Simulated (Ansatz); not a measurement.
Relaxed candidate structures of GeS2:

A. P-6m2 (No. 187), hP3; a = b = 3.742 Å, c = 5.243 Å, α = β = 90.00°, γ = 120.00°; S 2h (0.333, 0.667, 0.205); Ge 1b (0.000, 0.000, 0.500)

B. P6₃/mmc (No. 194), hP6; a = b = 3.427 Å, c = 10.623 Å, α = β = 90.00°, γ = 120.00°; S 4f (0.333, 0.667, 0.106); Ge 2d (0.667, 0.333, 0.250)

Put the candidates in order of energy per atom, lowest first, for PBE-D3(BJ) (plane waves to 420 eV, PAW, scalar-relativistic; Ansatz, an electronic-structure program).

A (reference, the lowest among the structures calculated here), B (+0.09 eV/atom)

Give each candidate's band gap.

No gap: B. A: 0.35 eV (no spin-orbit coupling).

Each run could gain symmetry but not lose that of its start, so entries can be saddle points. All of these are generated cells (placed on structure types, drawn at random, substituted or restacked) that were not matched to a known phase here. The real structure of this composition may not be among these. Static energies at zero pressure. The runs use different k-meshes, so differences are rounded accordingly. No spin polarisation in the result.
